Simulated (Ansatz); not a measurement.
According to DFT-PBE in the program Ansatz with PAW potentials, Sn in the simple hexagonal structure (P6/mmm) relaxes to a = 3.273 Å, c = 3.056 Å.

Electronic character: metallic (no gap).

The start of the workflow was typed in or built on a structure type; neither database checked (COD, Materials Project) lists it. It is not the phase usual at ambient conditions (space group No. 141). Symmetry was held in the PBE relaxation; whether a distortion lowers the energy is not shown. Axis ratios of metals converge slowly with the k-mesh, so a and c are less sure than the volume. Scalar-relativistic: spin–orbit coupling is off unless named, which matters more the heavier the elements.

Potentials: the later of the program's two PAW sets.
